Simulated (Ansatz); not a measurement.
Below is a relaxed structure of PN. The cell was found from a structure generator's guess, not taken from experiment.

Method: DFT PBE+D3(BJ), scalar-relativistic, plane waves, PAW (Ansatz). Cutoff 420 eV, Γ-centred mesh, Gaussian smearing, no spin polarisation.

```
P N
1.0
     2.65551    0.00000    0.00000
     0.00000    2.65551    0.00000
     0.00000    0.00000    2.64155
P N
1 1
Cartesian
  0.0000 0.0000 1.3208
  1.3278 1.3278 1.3208
```

Formation energies are uncorrected and refer to the elements' standard structures at the same level (N₂ as a molecule). The references include black phosphorus.

(1) Find its symmetry and describe it.

(2) How far does it lie from the elements in energy?

(3) Is it a metal?

Results:

(1) P4/mmm (No. 123). Conventional cell: a = 2.656 Å, c = 2.642 Å. P has 4 N at 1.88 Å; N has 4 P at 1.88 Å.

(2) +0.68 eV/atom. A positive value: parting into the elements would lower its energy.

(3) Yes, bands cross the Fermi level on the 20×20×20 mesh.

The last run used a 20×20×20 mesh for its 2-atom cell and Gaussian smearing of 0.10 eV. Symmetry constrained the relaxation, so the result can be a saddle point.
